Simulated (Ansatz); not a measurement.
# Slab of diamond Sn (110), 3 layers

The slab is cut from the diamond crystal, which needn't be the stable phase, as relaxed on PAW files (36.86 Å³/atom), with 16 Å of vacuum and a dipole correction:

```
CELL_PARAMETERS angstrom
4.70646 0.00000 0.00000
0.00000 6.65595 0.00000
0.00000 0.00000 20.70650
ATOMIC_POSITIONS crystal
Sn 0.75000 0.12500 0.38635
Sn 0.25000 0.87500 0.38635
Sn 0.25000 0.62500 0.50000
Sn 0.75000 0.37500 0.50000
Sn 0.75000 0.12500 0.61365
Sn 0.25000 0.87500 0.61365
```

Level of theory: DFT with PBE, scalar-relativistic, in Ansatz 0.2.0; a Γ-centred 7×5×1 k mesh, Fermi–Dirac smearing of 0.02 eV, no spin polarisation. LAPW: all electrons, basis error target 1 meV/atom; PAW: frozen-core files, cutoff 420 eV.

The bulk energy comes from a cell in the slab's orientation on a 7×5×7 mesh. The surface energy is (E(slab) − N·E(bulk))/2A at zero smearing, the mean of both faces; thin slabs carry quantum-size effects.

Spin–orbit coupling is left out, which matters for the heavy atoms. Real surfaces of this kind reconstruct, which a 1×1 cell forbids.

**Question.** As cut, the LAPW slab lies 2.614 eV above 6 atoms of bulk. What surface energy is that?

**Answer.** Over two faces of 31.33 Å² it is 41.7 meV/Å², and times 16.02 J/m² per eV/Å² that gives γ = 0.668 J/m².

| method | γ as cut (J/m²) | γ relaxed (J/m²) | Φ as cut (eV) | Φ relaxed (eV) |
| --- | --- | --- | --- | --- |
| LAPW | 0.668 | 0.663 | 4.20 | 4.21 |
| PAW | 0.669 | 0.663 | 4.20 | 4.21 |

**Question.** How do the spacings between the planes relax?

**Answer.** From the bottom face up: d12 -1.4 % of 2.353 Å, d23 -1.4 % of 2.353 Å.

**Question.** What changes if the images along the normal are cut off in place of the dipole correction?

**Answer.** LAPW then gives: no gap, work function 4.21 eV; PAW: no gap, work function 4.21 eV.

**Question.** A 3d core hole is made on one atom of each kind in every 1×1 cell (PAW hole dataset, neutral cell, valence without spin). What does it cost by layer?

**Answer.** layer 1 484.05 eV, layer 2 484.36 eV. Shifts between layers mean more than the absolute values, and a whole layer of holes screens otherwise than one hole.
